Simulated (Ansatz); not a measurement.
Consider a crystal of YCrC₄N₄ in space group P4/mmm (No. 123), with Y on 1c; Cr on 1a; C on 4j; N on 4j. The cell of YCrC₄N₄ is invented: stacked square cyanide-bridged sheets.

All numbers below come from DFT PBE, scalar-relativistic, plane waves, PAW (Ansatz 0.2.0). Cutoff 420 eV, Γ-centred mesh, Gaussian smearing, collinear spin.

Formation energies are uncorrected and refer to the elements' standard structures at the same level (N₂ as a molecule).

**Question.** Give the relaxed lattice parameters and positions.

**Answer.**

Space group P4/mmm (No. 123). a = 7.830 Å, b = 7.830 Å, c = 3.900 Å, α = 90.00°, β = 90.00°, γ = 90.00°
```
atom  site  symmetry       x       y       z
   Y    1c     4/mmm  0.5000  0.5000  0.0000
  Cr    1a     4/mmm  0.0000  0.0000  0.0000
   C    4j      m.2m  0.1838  0.8162  0.0000
   N    4j      m.2m  0.2898  0.7102  0.0000
```

Y is surrounded by 4 N at 2.33 Å; Cr has 4 C at 2.04 Å; C is surrounded by 1 N at 1.17 Å and 1 Cr at 2.04 Å; around N lie 1 C at 1.17 Å and 1 Y at 2.33 Å. Another local minimum with the same sites may exist.

**Question.** Where does its energy lie, and is it a metal?

**Answer.** The energy over the elements is +0.09 eV/atom and the gap on the 6×6×10 mesh of the 10-atom cell is 0 eV (a metal). The net moment per atom is 0.36 μB and the moment by site is Cr 2.6 μB. The separate elements lie lower, so it is unstable against them.

The last run used collinear spin and Gaussian smearing of 0.10 eV. In such compounds of Cr a zero gap at this level may well be an artefact, since no Hubbard U is applied. The reference form of C is held partly by dispersion forces, which this level lacks. The magnetic state reached may not be the lowest. A structure relaxed within its symmetry needn't be a true minimum. Another cell of YCrC4N4 relaxed alike, in P-43m, lies 59 meV/atom lower, so this cell isn't the stable form at this level. Site moments count only spheres around the atoms; the net moment includes the space between them.
